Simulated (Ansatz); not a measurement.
Consider the following.

MgO:
```cif
data_Mg4O4
_chemical_formula_sum 'Mg4 O4'
_space_group_name_H-M_alt 'Fm-3m'
_space_group_IT_number 225
_space_group_name_Hall '-F 4 2 3'
_cell_length_a 4.21496
_cell_length_b 4.21496
_cell_length_c 4.21496
_cell_angle_alpha 90.000
_cell_angle_beta 90.000
_cell_angle_gamma 90.000
loop_
_atom_site_label
_atom_site_type_symbol
_atom_site_symmetry_multiplicity
_atom_site_Wyckoff_symbol
_atom_site_fract_x
_atom_site_fract_y
_atom_site_fract_z
_atom_site_occupancy
Mg1 Mg 4 a 0.00000 0.00000 0.00000 1
O1 O 4 b 0.50000 0.50000 0.50000 1
```
(The calculation used a cell of 2 atoms; values per cell refer to that cell.)

This is the PBEsol-relaxed structure.

Task: All from PBEsol in the plane-wave PAW code Ansatz, unless another level is named. Predict the Poisson's ratio.

Result: 0.19.

Task: And the elastic constants (relaxed ions, GPa)?

Result: C11 = 293, C12 = 89.9, C44 = 144.

Task: What about the zero-point energy?

Result: 72.2 meV/atom.

The cell was relaxed with PBEsol under the symmetry of its start. The volume moved by -16 % from the start of the relaxation.

Potentials: the earlier of the program's two PAW sets. The files were generated under PBE; for other functionals the program regenerates the frozen cores, and for LDA and PBEsol the local potential too.
